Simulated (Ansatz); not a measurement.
C:
```
CELL_PARAMETERS angstrom
      2.45298     0.00000     0.00000
     -1.22649     2.12434     0.00000
      0.00000     0.00000     6.76933
ATOMIC_POSITIONS crystal
  C  0.00000 0.00000 0.25000
  C  0.00000 0.00000 0.75000
  C  0.33333 0.66667 0.25000
  C  0.66667 0.33333 0.75000
```

Relaxed with r²SCAN+D4. Special points in fractions of this cell's reciprocal vectors: Γ (0.000, 0.000, 0.000); M (0.500, 0.000, 0.000); K (0.333, 0.333, 0.000); A (0.000, 0.000, 0.500); L (0.500, 0.000, 0.500); H (0.333, 0.333, 0.500).

**Question.** List the band energies nearest the Fermi level at these points for plane-wave PAW r²SCAN+D4 (Ansatz code).

**Answer.** In eV from the Fermi level; about four levels below and three above (degenerate sets whole), none deeper than 8.9 eV; … stands for higher levels left out; points with the same levels are listed once.

| k | below | above |
|---|---|---|
| Γ | -3.27 -3.27 -3.25 -3.25 | 4.28 8.74 8.74 |
| M | -6.91 -6.86 -2.98 -2.30 | 1.57 2.28 7.58 |
| K | -0.67 -0.07 -0.07 | 0.68 11.51 11.51 |
| A | -3.26 -3.26 -3.26 -3.26 | 6.99 6.99 … |
| L | -6.89 -6.89 -2.58 -2.58 | 1.73 1.73 7.76 7.76 |
| H | -0.04 -0.04 -0.03 -0.03 | 10.53 10.53 … |

Space group P6_3/mmc (graphite). The r²SCAN+D4 relaxation kept the symmetry of its start. The Fermi level of a semimetal is unsure by some 0.05 eV on such meshes.

Potentials: the earlier of the program's two PAW sets.
